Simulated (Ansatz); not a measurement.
ZrB2 in space group P6/mmm (No. 191; Zr on 1a, B on 2d) at seven volumes, plane-wave PAW LDA (Ansatz code), shape and atoms relaxed at each. One row is withheld.

```tsv
V (Å³/atom)	P (GPa)
8.995	29.55
9.291	?
9.588	8.42
9.884	-0.01
10.181	-7.27
10.477	-13.55
10.774	-18.95
```

**Question.** Fit the shown pressures and predict the withheld one.

**Answer.** P = (3/2)B₀(x^(7/2) − x^(5/2))[1 + (3/4)(B′ − 4)(x − 1)] with x = (V₀/V)^(2/3). Least squares on the six rows gives V₀ = 9.884 Å³/atom, B₀ = 261 GPa, B′ = 3.93. At V = 9.291, x = 1.0421 and P = 18.24 GPa. The run itself gave 18.20 GPa.

Symmetry was held in the LDA relaxation; of distortions, only those at the zone centre were tested. The run is not spin-polarised.

Potentials: the later of the program's two PAW sets.
